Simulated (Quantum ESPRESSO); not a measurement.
**How NMR parameters follow atomic displacements in ZnS (P6₃mc)**

```
CELL_PARAMETERS angstrom
      3.80580     0.00000     0.00000
     -1.90290     3.29592     0.00000
      0.00000     0.00000     6.23798
ATOMIC_POSITIONS crystal
  Zn 0.33333 0.66667 0.00014
  Zn 0.66667 0.33333 0.50014
  S  0.33333 0.66667 0.37486
  S  0.66667 0.33333 0.87486
```
Geometry: a computed entry of the Materials Project; it was not checked against measured cells. It is ZnS in P6₃mc. Stability against distortions was not tested.

The last row's change in full: S3 and its equivalents moved by 0.04 Å along (0.00, 0.00, 1.00), space group kept; the other rows go along the same path.

Method: shieldings by PBE GIPAW on JTH datasets (Quantum ESPRESSO, modified build), 20 Ha, k-mesh 8×8×4 shifted, f-sum rule met within 0.005 %. Values are those of the named site's first atom. Shieldings are absolute and leave out the bulk-susceptibility term; a larger σ means a smaller chemical shift. By our sweeps, such settings leave a few ppm in absolute σ on light atoms and up to some 20 ppm from Zn on. The datasets of S hold no d projectors, which limits absolute σ on these atoms. Static lattice: thermal averaging is not included.

Unchanged cell: σ_iso S (ppm) = 644.5.

### Question
How do these values move along the path (displacement (Å): -0.04, +0.04)?

### Answer
```csv
displacement (Å),σ_iso S (ppm)
-0.04,645.3
0,644.5
+0.04,643.2
```
